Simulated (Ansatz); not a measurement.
Input:

In5AgSe8:
Space group P-42m (No. 111); a = 5.8384 Å, b = 5.8384 Å, c = 11.9527 Å, α = 90.00°, β = 90.00°, γ = 90.00°

| atom | site | symmetry | x | y | z |
|---|---|---|---|---|---|
| In | 4m | 2.. | 0.0000 | 0.5000 | 0.2532 |
| In | 1d | -42m | 0.5000 | 0.5000 | 0.0000 |
| Ag | 1c | -42m | 0.0000 | 0.0000 | 0.5000 |
| Se | 4n | ..m | 0.2283 | 0.2283 | 0.1125 |
| Se | 4n | ..m | 0.2710 | 0.2710 | 0.6202 |

This is the r²SCAN-relaxed structure.

All from r²SCAN in the plane-wave PAW code Ansatz, unless another level is named. Estimate the smallest direct gap on the standard path.

0.78 eV.

What about the band gap?

0.66 eV (indirect).

What about the formation energy from the elements (no fitted shifts)?

-0.65 eV/atom.

Next, the electron effective mass?

0.13, 0.13, 0.15 mₑ (principal values).

What about the conduction-band minimum?

at Γ.

Give the valence-band maximum.

at A.

The first step of the workflow began from a Materials Project structure, measured or hypothetical; the Crystallography Open Database files this formula in space group No. 111, but the cells were not matched. Whether it is the stable phase at ambient conditions was not checked. Symmetry was held in the r²SCAN relaxation; whether a distortion lowers the energy is not shown. The run is not spin-polarised. The references are the lowest solids computed at this level, not always the standard phases. Scalar-relativistic: spin–orbit coupling is off unless named, which matters more the heavier the elements.

Potentials: the later of the program's two PAW sets.
